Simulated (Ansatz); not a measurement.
SnO2:
```xyz
6
Lattice="-1.9995 1.9995 5.1021 1.9995 -1.9995 5.1021 1.9995 1.9995 -5.1021" Properties=species:S:1:pos:R:3 pbc="T T T"
Sn     0.0000     1.9995     2.5510
Sn     0.0000     0.0000     0.0000
O      0.0000     0.0000     8.1262
O      0.0000     1.9995     0.4731
O      0.0000     1.9995     4.6290
O      0.0000     0.0000     2.0779
```

Relaxed with r²SCAN.

### Question
Give the Bader charges and basin volumes of the independent atoms, DFT-r²SCAN in the program Ansatz with PAW potentials.

### Answer


| atom | Bader charge (e) | Bader volume (Å³) |
|---|---|---|
| Sn1 | +2.62 | 10.2 |
| O3 | -1.31 | 15.3 |

Space group I4_1/amd (anatase). The first step of the workflow began from a Materials Project structure, measured or hypothetical; the Crystallography Open Database copy checked does not list it. It is not the phase usual at ambient conditions (space group No. 136). The r²SCAN relaxation kept the symmetry of its start; its stability against distortions is not shown here. Scalar-relativistic: spin–orbit coupling is off unless named, which matters more the heavier the elements.

Potentials: the later of the program's two PAW sets.
